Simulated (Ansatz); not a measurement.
Relaxed As (A7 type, space group R-3m):

```
As
1.0
    1.89173     1.09219     3.36977
   -1.89173     1.09219     3.36977
    0.00000    -2.18438     3.36977
As
2
Direct
  0.23028   0.23028   0.23028
  0.76972   0.76972   0.76972
```

Scan: atom 2 (As, nearest neighbour As at 2.535 Å; its periodic images, 3.8 Å or more away, move with it) is displaced along Cartesian [110], direction (0.707, 0.707, 0.000) in Cartesian axes, by s. The other atoms stay.

Method: PBE-D3(BJ) (plane waves to 420 eV, PAW, scalar-relativistic; Ansatz, a first-principles code). k mesh 9×9×9 (Γ-centred), Fermi-Dirac smearing 0.05 eV. Energies are smeared free energies. Compression counts positive. With partly filled bands, energies and forces of such displacements shift with the k mesh and the smearing. F⊥ is the part of the force across the line. As was relaxed with its symmetry unable to fall. The zero of ΔE is the undisplaced structure.

```tsv
s (Å)	|F⊥| (eV/Å)	ΔE (meV/cell)	P (GPa)
-0.250	(withheld)	(withheld)	2.0
-0.200	0.418	87	1.2
-0.150	0.232	47	0.7
-0.100	0.096	20	0.3
-0.050	(withheld)	5	0.1
0.000	0.017	0	0.0
0.050	(withheld)	5	0.1
0.100	0.094	18	0.2
0.150	0.219	39	0.6
0.200	0.386	67	1.0
0.250	0.581	104	1.6
```

Complete the blanks.


- -0.250, |F⊥| (eV/Å): 0.648
- -0.250, ΔE (meV/cell): 140
- -0.050, |F⊥| (eV/Å): 0.015
- 0.050, |F⊥| (eV/Å): 0.015

(For displaced atoms, the force is minus the slope of the energy, and its curvature is a force constant, which sets phonon frequencies.)
